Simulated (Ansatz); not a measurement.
Hf2InPd2 in space group P4_2/mnm (No. 136; Hf on 4f, Hf on 4g, In on 4d, Pd on 8j), plane-wave PAW PBE (Ansatz code), all energies at zero smearing, with the estimated change up to a 700 eV cutoff added, with one set of potentials and settings (totals compare only within such a set). Cell of 20 atoms (8 Hf, 4 In, 8 Pd): -203965.231 eV.

| element | reference phase | E (eV/atom) |
|---|---|---|
| Hf | P6_3/mmc, 2 atoms in the cell | -15722.2087 |
| In | I4/mmm, 1 atoms in the cell | -5597.9156 |
| Pd | Fm-3m, 1 atoms in the cell | -6972.9107 |

Formation energy per atom, worked out: (-203965.231 − 8×(-15722.2087) − 4×(-5597.9156) − 8×(-6972.9107))/20 = -0.631 eV/atom (-61 kJ per mol of atoms), at 0 K, without zero-point energy or fitted corrections.

The workflow started from a Materials Project entry (that database holds measured and hypothetical structures alike); the Crystallography Open Database copy checked does not list it. Its standing as an ambient phase is unchecked. The PBE relaxation kept the symmetry of its start; whether a distortion lowers the energy is not shown. The run is not spin-polarised. The references are the lowest solids computed at this level, not always the standard phases. Spin–orbit coupling is left out wherever it is not named.

Potentials: the earlier of the program's two PAW sets.
